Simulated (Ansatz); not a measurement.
Problem. Each is relaxed and computed with DFT-r²SCAN in the program Ansatz with PAW potentials. Which is the only one with a gap?
(A) ZnGeO3, R-3 (Zn on 6c, Ge on 6c, O on 18f)
(B) YZnSi, P-6m2 (Y on 1a, Zn on 1d, Si on 1f)
(C) LaGeRu, P4/nmm (La on 2c, Ge on 2c, Ru on 2a)
(D) La2Zn6Ge3, P-62m (La on 2c, Zn on 3g, Zn on 3f, Ge on 3g)

Solution. A, ZnGeO3, R-3 (Zn on 6c, Ge on 6c, O on 18f). ZnGeO3: gap 3.19 eV (indirect); La2Zn6Ge3: metal; LaGeRu: metal; YZnSi: metal. Standing as an ambient phase not checked: ZnGeO3, R-3 (Zn on 6c, Ge on 6c, O on 18f); La2Zn6Ge3, P-62m (La on 2c, Zn on 3g, Zn on 3f, Ge on 3g); LaGeRu, P4/nmm (La on 2c, Ge on 2c, Ru on 2a); YZnSi, P-6m2 (Y on 1a, Zn on 1d, Si on 1f). Perhaps ordered models of mixed-site phases: YZnSi, P-6m2 (Y on 1a, Zn on 1d, Si on 1f). All cells were relaxed under the symmetry of their starts (and spin orders); stability against distortions was not tested throughout. Rows with no word on spin ran without spin polarisation. Scalar-relativistic: spin–orbit coupling is off unless named, which matters more the heavier the elements.

Potentials: the later of the program's two PAW sets.
